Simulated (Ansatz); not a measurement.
Consider the following.

MnGePd:
```
CELL_PARAMETERS angstrom
      6.61083     0.00000     0.00000
     -3.30542     5.72515     0.00000
      0.00000     0.00000     3.66019
ATOMIC_POSITIONS crystal
  Ge 0.33333 0.66667 0.00000
  Ge 0.66667 0.33333 0.00000
  Ge 0.00000 0.00000 0.50000
  Pd 0.26012 0.00000 0.00000
  Pd 0.73988 0.73988 0.00000
  Pd 0.00000 0.26012 0.00000
  Mn 0.58827 0.00000 0.50000
  Mn 0.41173 0.41173 0.50000
  Mn 0.00000 0.58827 0.50000
```
The run is spin-polarised; directions of the spins, atom by atom: ↓ ↓ 0 0 0 0 ↑ ↑ ↑.

This is the r²SCAN-relaxed structure.

All from DFT-r²SCAN in the program Ansatz with PAW potentials, unless another level is named. Predict the electronic character.

metallic (no gap).

And the density of states at the Fermi level?

0.42 states/eV per atom (mean over ±0.08 eV).

What about the formation energy from the elements (no fitted shifts)?

-408 meV/atom.

Space group P-62m. The workflow started from an entry of the Crystallography Open Database (COD). Its standing as an ambient phase is unchecked. Symmetry was held in the r²SCAN relaxation; whether a distortion lowers the energy is not shown. The final state is ferromagnetic, chosen from 3 collinear starts compared on coarse meshes (ties went to the first, and starts can fall back to one state), not a proven ground state. Other orbital occupations within this spin state were not tried. The references are the lowest solids computed at this level, not always the standard phases. The manganese reference at this level is a Cmcm phase, not α-Mn. Spin–orbit coupling is left out wherever it is not named.

Potentials: the later of the program's two PAW sets.
